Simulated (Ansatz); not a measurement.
Clean, relaxed (001) surface of Tl, space group R-3m (No. 166) (top face towards +c; atoms held fixed, by place in the list: 1, 2, 3):

```
Tl
1.0
     3.46513    0.00000    0.00000
    -1.73257    3.00089    0.00000
     0.00000    0.00000   30.69913
Tl
6
Cartesian
  1.7326 1.0003 8.5000
  0.0000 2.0006 11.2682
  1.7326 1.0003 13.9655
  0.0000 2.0006 16.7921
  0.0000 0.0000 19.5402
  0.0000 2.0006 22.3057
```

The calculation used DFT PBEsol, scalar-relativistic, plane waves, PAW in Ansatz. Cutoff 420 eV; k points 9×9×1 on the computed 6-atom cell (Γ-centred); Gaussian smearing, width 0.10 eV; no spin polarisation. The cell repeats along c with a dipole correction in the vacuum.

Cu (atom) is adsorbed on the top face, one adsorbate per 10.4 Å², and relaxed from 3 starting sites (fractions of a and b). The adsorption energy is E(slab + adsorbate) − E(slab) − E(free adsorbate, spin-polarised where open-shell). Heights count from the highest slab atom after relaxation. Δφ is the top face's. Δp counts per cell along +c. Bonded neighbours lie within 1.25 times the sum of covalent radii (1.35 for H) and, on that scale, within 12 % of the closest. With the adsorbate the cell is lengthened along c to keep the vacuum.

```json
{"start": "top (Tl) at (0.33, 0.67)", "ends at": "(0.33, 0.67), 1 bonded neighbour (Tl)", "E_ads (eV)": "-2.09", "height (Å)": "2.54", "shortest contact": "Cu–Tl 2.54 Å", "Δφ (eV)": "+0.52", "Δp (e·Å)": "-0.036"}
{"start": "hollow (Tl-Tl-Tl) at (0.00, 0.00)", "ends at": "(0.00, 0.00), 3 bonded neighbours (Tl)", "E_ads (eV)": "-2.64", "height (Å)": "1.76", "shortest contact": "Cu–Tl 2.67 Å", "Δφ (eV)": "+0.31", "Δp (e·Å)": "-0.025"}
{"start": "bridge (Tl-Tl) at (0.83, 0.67)", "ends at": "(0.68, 0.36), 3 bonded neighbours (Tl)", "E_ads (eV)": "-2.67", "height (Å)": "1.77", "shortest contact": "Cu–Tl 2.67 Å", "Δφ (eV)": "+0.28", "Δp (e·Å)": "-0.024"}
```

Among the sites tried, the lowest end comes from the bridge (Tl-Tl) at (0.83, 0.67) start; other sites may lie lower.

Each end is the local minimum or symmetric point that its start leads to. This isn't the usual crystal structure of Tl.

For at least one of the starts the bottom face's work function also shifts by over 0.1 eV: the slab is too thin to screen the adsorbate, so the work functions aren't converged with thickness.

The adsorbed runs have no spin polarisation, so weakly bound open-shell ends lie too high.